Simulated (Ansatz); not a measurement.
Relaxation of a relaxed Al cell displaced along its unstable phonon at q = (½, 0, 0) of its primitive reciprocal cell (141i cm⁻¹), largest move 0.15 Å; 4 atoms in the cell, which starts as Pmmn, origin choice 1 (No. 59), oP4; a = 4.546 Å, b = 7.874 Å, c = 2.751 Å, α = 90.00°, β = 90.00°, γ = 90.00°. Calculation: PBE (plane waves to 420 eV, PAW, scalar-relativistic; Ansatz, an electronic-structure program). Γ-centred k-mesh 4×8×12 on the run's cell (coarser than for final values), Fermi–Dirac smearing 0.05 eV. This is the first round of the run. 

The optimiser's lines from the output (shortened; P is positive under compression):

```
relax step   1: F+E_penalty+E_count = -2148.11363250 eV  Δ(F+E_penalty+E_count) = +0.000e0 eV  max|allowed force component| = 2.612e-1 eV/Å  Δτ_max = 0.0000 Å  P = -0.408 GPa  Ω = 98.484 Å³  (7 SCF iters, dr2 threshold 1.00e-7 eV, accepted)
relax step   2: F+E_penalty+E_count = -2148.43551875 eV  Δ(F+E_penalty+E_count) = -3.219e-1 eV  max|allowed force component| = 4.762e-1 eV/Å  Δτ_max = 0.1950 Å  P = -1.114 GPa  Ω = 95.957 Å³  (6 SCF iters, dr2 threshold 4.00e-7 eV, accepted)
relax step   3: F+E_penalty+E_count = -2148.88799748 eV  Δ(F+E_penalty+E_count) = -4.525e-1 eV  max|allowed force component| = 3.936e-1 eV/Å  Δτ_max = 0.2000 Å  P = -1.545 GPa  Ω = 91.488 Å³  (5 SCF iters, dr2 threshold 4.00e-7 eV, accepted)
relax step   4: F+E_penalty+E_count = -2148.99757300 eV  Δ(F+E_penalty+E_count) = -1.096e-1 eV  max|allowed force component| = 3.422e-1 eV/Å  Δτ_max = 0.1969 Å  P = +1.769 GPa  Ω = 84.892 Å³  (6 SCF iters, dr2 threshold 4.00e-7 eV, accepted)
relax step   5: F+E_penalty+E_count = -2148.96453208 eV  Δ(F+E_penalty+E_count) = +3.304e-2 eV  max|allowed force component| = 6.657e-1 eV/Å  Δτ_max = 0.0889 Å  P = +0.613 GPa  Ω = 86.903 Å³  (6 SCF iters, dr2 threshold 4.00e-7 eV, rejected (line search))
relax step   6: F+E_penalty+E_count = -2149.05211705 eV  Δ(F+E_penalty+E_count) = -5.454e-2 eV  max|allowed force component| = 1.151e-1 eV/Å  Δτ_max = 0.0442 Å  P = +0.156 GPa  Ω = 86.839 Å³  (8 SCF iters, accepted)
relax step   7: F+E_penalty+E_count = -2149.05689041 eV  Δ(F+E_penalty+E_count) = -4.773e-3 eV  max|allowed force component| = 7.916e-3 eV/Å  Δτ_max = 0.0133 Å  P = -0.067 GPa  Ω = 87.202 Å³  (4 SCF iters, dr2 threshold 4.00e-7 eV, accepted)
relax step   8: F+E_penalty+E_count = -2149.05697170 eV  Δ(F+E_penalty+E_count) = -8.129e-5 eV  max|allowed force component| = 4.781e-4 eV/Å  Δτ_max = 0.0003 Å  P = +0.002 GPa  Ω = 87.110 Å³  (4 SCF iters, dr2 threshold 6.35e-8 eV, accepted)
relax step   9: F+E_penalty+E_count = -2149.05619839 eV  Δ(F+E_penalty+E_count) = +7.733e-4 eV  max|allowed force component| = 5.516e-4 eV/Å  Δτ_max = 0.0000 Å  P = -0.015 GPa  Ω = 87.110 Å³  stress off target by 3.90e-2 GPa  SCF on the basis re-selected at this cell (its energy is not comparable with the rows above)  (5 SCF iters)
relax step  10: F+E_penalty+E_count = -2149.05621043 eV  Δ(F+E_penalty+E_count) = -1.205e-5 eV  max|allowed force component| = 3.362e-4 eV/Å  Δτ_max = 0.0005 Å  P = +0.003 GPa  Ω = 87.079 Å³  (3 SCF iters, dr2 threshold 3.80e-9 eV, accepted)
relax step  11: F+E_penalty+E_count = -2149.05620625 eV  Δ(F+E_penalty+E_count) = +4.183e-6 eV  max|allowed force component| = 3.295e-4 eV/Å  Δτ_max = 0.0000 Å  P = +0.003 GPa  Ω = 87.079 Å³  stress off target by 8.15e-3 GPa  SCF on the basis re-selected at this cell (its energy is not comparable with the rows above)  (5 SCF iters)
```

From the first to the last row the energy changes by -0.24 eV/atom and the volume by -11.6 %. The last row is marked as not comparable with the walk above it, whose basis was carried along; it does compare with step 1, since both stand on a basis selected at the nominal cutoff for their own cell.

Step 5 was rejected by the optimiser.

Later rounds, restarted from the end of this one on a renewed k-mesh, logged 8 more steps and released under 0.01 eV/atom more. The final structure after all rounds: Immm (No. 71), oI4; a = 2.759 Å, b = 4.139 Å, c = 7.647 Å, α = β = γ = 90.00°. Between re-selections the logged energies stand on a plane-wave basis carried along with the cell. No spin polarisation in the result.

The run could not lose the symmetry of its start, so the end can be a saddle point.

The relaxed structure here is a generated cell of Al: the first start was made by placing the elements on the sites of a structure type, and the end was not matched to a known phase here, so it may be hypothetical. Known forms of Al include space group No. 225.
